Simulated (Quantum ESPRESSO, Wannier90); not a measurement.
**Tight-binding from DFT: Te (Pmma)**

```xyz
4
Lattice="9.2140 0.0000 0.0000 0.0000 3.1522 0.0000 0.0000 0.0000 4.4566" Properties=species:S:1:pos:R:3 pbc="T T T"
Te    -2.3035     1.5761    -2.1364
Te     2.3035     1.5761     2.1364
Te     0.0000     1.5761     0.0000
Te     4.6070     1.5761     0.0000
```

Cell from Materials Project (mp-105), symmetrised, no further relaxation. Not found in the COD (Crystallography Open Database) copy used, which has the formula in other groups; not checked further. Level: PBEsol, spinors with spin-orbit coupling; pw.x of Quantum ESPRESSO at 64 Ry with PseudoDojo potentials, 4×4×4 k-points, Wannier90. Density: 4×10×8 mesh, cold smearing 0.01 Ry. With spin-orbit coupling a semilocal functional can close or falsely invert a small gap; the band order was not checked against a better method.

A tight-binding model is made by disentanglement and projection with no localisation steps (num_iter = 0), so the 32 orbitals stay atom-like: hydrogen-like Te: s;p, axes along x, y, z; frozen window up to 2.44 eV relative to the Fermi level. It follows pw.x to 35 meV rms for states up to 1.0 eV relative to the Fermi level. Matrix elements depend on this choice of orbitals and windows.

### Question
What are the on-site energies relative to the Fermi level, and how fast do the hoppings decay?

### Answer
```json
[
 {"atom": "Te1", "orbitals": "s↑ s↓", "energy (eV)": "-10.66"},
 {"atom": "Te1", "orbitals": "pz↑ pz↓", "energy (eV)": "-1.61"},
 {"atom": "Te1", "orbitals": "px↑ px↓", "energy (eV)": "-1.59"},
 {"atom": "Te1", "orbitals": "py↑ py↓", "energy (eV)": "-1.52"},
 {"atom": "Te2", "orbitals": "s↑ s↓", "energy (eV)": "-10.66"},
 {"atom": "Te2", "orbitals": "pz↑ pz↓", "energy (eV)": "-1.61"},
 {"atom": "Te2", "orbitals": "px↑ px↓", "energy (eV)": "-1.59"},
 {"atom": "Te2", "orbitals": "py↑ py↓", "energy (eV)": "-1.52"},
 {"atom": "Te3", "orbitals": "s↑ s↓", "energy (eV)": "-10.66"},
 {"atom": "Te3", "orbitals": "pz↑ pz↓", "energy (eV)": "-1.61"},
 {"atom": "Te3", "orbitals": "px↑ px↓", "energy (eV)": "-1.59"},
 {"atom": "Te3", "orbitals": "py↑ py↓", "energy (eV)": "-1.52"},
 {"atom": "Te4", "orbitals": "s↑ s↓", "energy (eV)": "-10.66"},
 {"atom": "Te4", "orbitals": "pz↑ pz↓", "energy (eV)": "-1.61"},
 {"atom": "Te4", "orbitals": "px↑ px↓", "energy (eV)": "-1.59"},
 {"atom": "Te4", "orbitals": "py↑ py↓", "energy (eV)": "-1.52"}
]
```

| distance of the centres (Å) | largest modulus (eV) |
|---|---|
| 3–4 | 1.8 |
| 4–5 | 0.13 |
| 5–6 | 0.021 |

Effective spin-orbit constants λ of λ L·S, from the same-site elements px↑–py↑ (λ/2) and dx2-y2↑–dxy↑ (λ), where they are among the larger elements: Te3 p 0.52 eV, Te4 p 0.52 eV, Te1 p 0.52 eV, Te2 p 0.52 eV.
